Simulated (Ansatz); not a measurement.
One crystal and one scan (scan of one atom of the cell) at two levels, PBE (plane waves to 420 eV, PAW, scalar-relativistic; Ansatz, an electronic-structure program) and r2SCAN (plane waves to 500 eV, PAW, scalar-relativistic; Ansatz), each from its own relaxed cell and on its own mesh. The cell shown is that of PBE.

Relaxed Fe (bcc, W type):

```xyz
2
Lattice="-2.8316 2.8316 2.8316 1.4158 -1.4158 1.4158 1.4158 1.4158 -1.4158" Properties=species:S:1:pos:R:3 pbc="T T T"
Fe     0.0000     0.0000     0.0000
Fe    -1.4158     1.4158     1.4158
```

In this cell atom 1 (Fe, nearest neighbour Fe at 2.452 Å; its periodic images, 2.5 Å or more away, move with it) is moved by s along Cartesian x, unit vector (1.000, 0.000, 0.000); all other atoms and the cell stay fixed.

The energy includes the smearing's −TS. Fe was relaxed with its symmetry unable to fall. Relaxed Fe ends ferromagnetic. The PAW data are Ansatz's earlier set. Other magnetic orders were not checked, so this need not be the ground state. (PBE) On this mesh the relaxed cell isn't quite at rest: it carries a pressure of -0.2 GPa (compression positive) at the zero of the scan. (PBE) Relaxed Fe ends ferromagnetic. (r2SCAN) On this mesh the relaxed cell isn't quite at rest: it carries a pressure of -0.2 GPa (compression positive) at the zero of the scan. (r2SCAN) Relaxed Fe ends ferromagnetic. With partly filled bands, energies and forces of such displacements shift with the k mesh and the smearing. Percentages come from the unrounded values. Both scans cover s from -0.740 to 0.740 Å.

```json
[
 {"quantity": "Lattice constant a (Å)", "PBE": "2.832", "r2SCAN": "2.865", "PBE − r2SCAN": "-0.033 (-1.2 %)"},
 {"quantity": "Magnetic moment of the relaxed cell (μB/cell)", "PBE": "2.17", "r2SCAN": "2.64", "PBE − r2SCAN": "-0.47 (-18 %)"},
 {"quantity": "Energy at s = 0.740 Å (meV/cell)", "PBE": "1060", "r2SCAN": "1048", "PBE − r2SCAN": "+12 (+1.2 %)"},
 {"quantity": "Force along the line at s = -0.740 Å (eV/Å)", "PBE": "2.303", "r2SCAN": "2.187", "PBE − r2SCAN": "+0.116 (+5.3 %)"},
 {"quantity": "Force constant k = d²E/ds² at s = 0 (finite differences) (eV/Å²)", "PBE": "4.84", "r2SCAN": "6.12", "PBE − r2SCAN": "-1.28 (-21 %)"}
]
```

PBE gives the higher value for: force along the line at s = -0.740 Å. PBE gives the lower value for: lattice constant a; magnetic moment of the relaxed cell; force constant k = d²E/ds² at s = 0. They agree on: energy at s = 0.740 Å (within 1.5 %). Both give the same symmetry of the curve: even: the same for both signs.

ΔE (meV/cell), each from the undisplaced structure of its own level:

| s (Å) | PBE | r2SCAN |
|---|---|---|
| -0.740 | 1060 | 1048 |
| -0.592 | 724 | 757 |
| -0.444 | 434 | 498 |
| -0.296 | 202 | 250 |
| -0.148 | 53 | 65 |
| 0.000 | 0 | 0 |
| 0.148 | 53 | 65 |
| 0.296 | 202 | 250 |
| 0.444 | 434 | 498 |
| 0.592 | 724 | 757 |
| 0.740 | 1060 | 1048 |

(For displaced atoms, the force is minus the slope of the energy, and its curvature is a force constant, which sets phonon frequencies.)
